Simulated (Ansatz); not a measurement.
BiCl$_{4}$F: computed properties

Method: DFT PBE, scalar-relativistic, plane waves, PAW (Ansatz).

Plane waves to 420 eV, a k mesh through Γ of 8×8×8 on the computed 6-atom cell and Gaussian smearing (0.10 eV); no spin polarisation.

The structure is relaxed at this level of theory with its symmetry kept, and needn't be the ground state of this composition.

```cif
data_structure
_symmetry_space_group_name_H-M 'F-43m'
_symmetry_Int_Tables_number 216
_cell_length_a 7.9823
_cell_length_b 7.9823
_cell_length_c 7.9823
_cell_angle_alpha 90.000
_cell_angle_beta 90.000
_cell_angle_gamma 90.000
_cell_volume 508.60
loop_
_atom_site_label
_atom_site_type_symbol
_atom_site_symmetry_multiplicity
_atom_site_Wyckoff_symbol
_atom_site_fract_x
_atom_site_fract_y
_atom_site_fract_z
_atom_site_occupancy
Bi1 Bi 4 d 0.25000 0.25000 0.75000 1
Cl1 Cl 16 e 0.87456 0.37456 0.87456 1
F1 F 4 a 0.00000 0.00000 0.00000 1
```

**Question.** Formation energy from the elements' standard states (uncorrected)?

**Answer.** +0.104 eV/atom.

**Question.** Kohn–Sham band gap?

**Answer.** none (metal).

**Question.** Density of states at the Fermi level?

**Answer.** 7.2 states/eV per cell.

**Question.** Orbital (Löwdin) character within 0.5 eV of the Fermi level?

**Answer.** Cl 3p 88 %, Bi 6p 8 %.

**Question.** Bader charge by site (e)?

**Answer.** Bi (1 in the cell) 1.68, Cl (4 in the cell) -0.25, F (1 in the cell) -0.69.

Spin-orbit coupling is left out, which matters for the bands of heavy elements. Spin polarisation was left out, and a magnetic state may lie lower.

The cell was found from a structure generator's guess, not taken from experiment. Löwdin shares on free-atom orbitals overweight diffuse shells.
